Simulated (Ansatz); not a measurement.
A relaxed cell of WF is given with its symmetry left out. The cell was found from a structure generator's guess, not taken from experiment.

Level of theory: DFT PBE, scalar-relativistic, plane waves, PAW (Ansatz 0.2.0). Cutoff 420 eV, Γ-centred mesh, Gaussian smearing, no spin polarisation.

```
W F
1.0
     1.36589    0.78860    5.06960
    -1.36589    0.78860    5.06960
     0.00000   -1.57719    5.06960
W F
1 1
Direct
  0.81412 0.81412 0.81412
  0.93712 0.93712 0.93712
```

The zero of energy is the elements' standard structures at the same level (F₂ as a molecule); no fitted shifts are applied.

**Question.** Find its symmetry and describe it.

**Answer.** R3m (No. 160). Conventional cell: a = 2.732 Å, c = 15.209 Å. W has 1 F at 1.87 Å and 6 W at 2.73 Å; around F lies 1 W at 1.87 Å.

**Question.** What is its formation energy per atom?

**Answer.** −0.55 eV/atom. A negative formation energy is needed for stability but isn't enough: competing phases decide.

**Question.** Is it a metal?

**Answer.** Yes, bands cross the Fermi level on the 24×24×24 mesh.

**Question.** From what recipe could a structure generator have reached it?

**Answer.** One such recipe: close-packed anion layers stacked A, next cell at B, with sites between them filled layer by layer (R3m, No. 160). Other recipes can lead to the same cell.

The last run used a 24×24×24 mesh for its 2-atom cell and Gaussian smearing of 0.10 eV. Weakly bound directions are ill-defined at this level, which has no dispersion term. These runs have no spin–orbit coupling, which can matter for W. An odd number of electrons in the primitive cell allows no gap without spin; a larger cell or a magnetic state could open one. The cell is a metal run without spin; a magnetic state may lie lower. Symmetry constrained the relaxation, so the result can be a saddle point.
